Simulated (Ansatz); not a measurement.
Input and command of a calculation in Ansatz (plane waves; scalar-relativistic PAW potentials unless the input names others):

```yaml
crystal:
  lattice:
    - [0.0, 5.7262418863, 5.7262418863]
    - [5.7262418863, 0.0, 5.7262418863]
    - [5.7262418863, 5.7262418863, 0.0]
  atoms:
    - { symbol: CSx, position: [0.75, 0.75, 0.75] }
    - { symbol: Cs, position: [0.25, 0.25, 0.25] }
    - { symbol: Sc, position: [0.0, 0.0, 0.0] }
    - { symbol: Tl, position: [0.5, 0.5, 0.5] }
    - { symbol: Br, position: [0.776171753, 0.223828247, 0.223828247] }
    - { symbol: Br, position: [0.223828247, 0.223828247, 0.776171753] }
    - { symbol: Br, position: [0.223828247, 0.776171753, 0.776171753] }
    - { symbol: Br, position: [0.223828247, 0.776171753, 0.223828247] }
    - { symbol: Br, position: [0.776171753, 0.223828247, 0.776171753] }
    - { symbol: Br, position: [0.776171753, 0.776171753, 0.223828247] }
basis:
  ecutwfc: 420
kpoints:
  mp_grid: { grid: [4, 4, 4] }
hamiltonian:
  xc: pbesol
scf:
  occupations: { method: gaussian, width: 0.05 }
  max_iter: 100
output:
  forces: true
  eigenvalues: true
  stress: true
```

```bash
ansatz run input.yaml --threads 2 --pin off --max-ram 5120MiB --backend cpu --events-out ev --progress --plain --runs-dir out
```

Problem. Will this input run?

Solution. The program refuses it, because of an unknown element (crystal.atoms[0].symbol: "Cs" → "CSx"). With the sound run's settings it is accepted.

Abridged log:
```
Error: YAML parse error: error: line 7 column 17: `CSx` is not an element symbol (H … Og, case-exact)
 --> <input>:7:17
  |
5 |     - [5.7262418863, 5.7262418863, 0.0]
6 |   atoms:
7 |     - { symbol: CSx, position: [0.75, 0.75, 0.75] }
  |                 ^ `CSx` is not an element symbol (H … Og, case-exact)
8 |     - { symbol: Cs, position: [0.25, 0.25, 0.25] }
9 |     - { symbol: Sc, position: [0.0, 0.0, 0.0] }
  |
```